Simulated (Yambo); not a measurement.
CsMo₂AlO₈ (space group P-3m1, No. 164); a = 5.650 Å, b = 5.650 Å, c = 8.265 Å, α = 90.00°, β = 90.00°, γ = 120.00°. With the G0W0 scissor the direct gap on the mesh is 6.35 eV. Axes are Cartesian, with cell vectors (Å) (5.65, 0.00, 0.00), (-2.83, 4.89, 0.00), (0.00, 0.00, 8.26).

Q: Does this run resolve the lowest exciton, and if so, what are its energy and binding? (Yambo, PBEsol bands; 3×3×2 mesh, 27 valence and 18 conduction bands, static screening with 128 bands and a 3 Ry block, scissor 2.68 eV, Tamm-Dancoff.)

A: The mesh holds a bound state, but the numbers are provisional. These are vertical excitations (zero momentum). The lowest state lies at 3.96 eV (dark for light along x), the direct quasiparticle gap on this mesh at 6.35 eV. Its binding energy, counted from that gap, is 2.39 eV; it spreads over about 18 k points of the mesh. Convergence with the mesh was not shown. The first optically allowed state is at 4.14 eV. The scissor comes from a G0W0 run whose convergence isn't established. Spin-orbit splittings are left out.

Geometry of the Materials Project entry, not relaxed at this level.
